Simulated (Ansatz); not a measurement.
# ScAl3N4: rattling a relaxed structure

It was reached by relaxing an invented guess, and it needn't be the stable form of this composition.

All numbers below come from DFT PBE, scalar-relativistic, plane waves, PAW (Ansatz 0.2.0). Plane waves to 420 eV, a k mesh through Γ of 4×4×6 on the computed 16-atom cell and Gaussian smearing (0.02 eV); no spin polarisation.

The cell below (16 atoms, space group Pmn2_1 (No. 31)) is relaxed within its symmetry.

```
CELL_PARAMETERS angstrom
6.48315 0.00000 0.00000
0.00000 5.60991 0.00000
0.00000 0.00000 5.06468
ATOMIC_POSITIONS crystal
Sc 0.00000 0.83657 0.99082
Sc 0.50000 0.16343 0.49082
Al 0.00000 0.17878 0.50489
Al 0.50000 0.82122 0.00489
Al 0.25029 0.33778 0.00451
Al 0.75029 0.66222 0.50451
Al 0.24971 0.66222 0.50451
Al 0.74971 0.33778 0.00451
N 0.00000 0.19564 0.88131
N 0.00000 0.84138 0.41865
N 0.23413 0.34399 0.38015
N 0.76587 0.34399 0.38015
N 0.50000 0.80436 0.38131
N 0.50000 0.15862 0.91865
N 0.73413 0.65601 0.88015
N 0.26587 0.65601 0.88015
```

For the test it was strained at random (σ = 1.5 % a component), the atoms were moved at random (σ = 0.05 Å), and all was relaxed again on a coarse 4×4×2 mesh (in the run’s order of axes) with 0.10 eV smearing, with no symmetry imposed.

Task: What happens?

Result: It returns, within 1 meV/atom of the unmoved cell on that mesh and with the same symmetry when read at 0.1 Å (Pc at 0.01 Å, so small strains and shifts remain). So it is stable against the distortions that fit this cell and that this random move excites. Modes that don't fit the cell aren't tested.
